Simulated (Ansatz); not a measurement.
ZrSiRu in space group P-62m (No. 189; Zr on 3g, Si on 1b, Si on 2c, Ru on 3f), r²SCAN (plane waves, PAW; program Ansatz), all energies at zero smearing, with the estimated change up to a 700 eV cutoff added, with one set of potentials and settings (totals compare only within such a set). Cell of 9 atoms (3 Zr, 3 Si, 3 Ru): -32183.351 eV.

| element | reference phase | E (eV/atom) |
|---|---|---|
| Zr | P6_3/mmc, 2 atoms in the cell | -4195.0260 |
| Si | Fd-3m, 2 atoms in the cell | -639.0667 |
| Ru | P6_3/mmc, 2 atoms in the cell | -5890.7039 |

Formation energy per atom, worked out: (-32183.351 − 3×(-4195.0260) − 3×(-639.0667) − 3×(-5890.7039))/9 = -0.996 eV/atom (-96 kJ per mol of atoms), at 0 K, without zero-point energy or fitted corrections.

The first step of the workflow began from a Materials Project structure, measured or hypothetical; the Crystallography Open Database files this formula in space group No. 189, but the cells were not matched. Its standing as an ambient phase is unchecked. The cell was relaxed with r²SCAN under the symmetry of its start; whether a distortion lowers the energy is not shown. No spin polarisation was allowed. The references are the lowest solids computed at this level, not always the standard phases.

Potentials: the later of the program's two PAW sets.
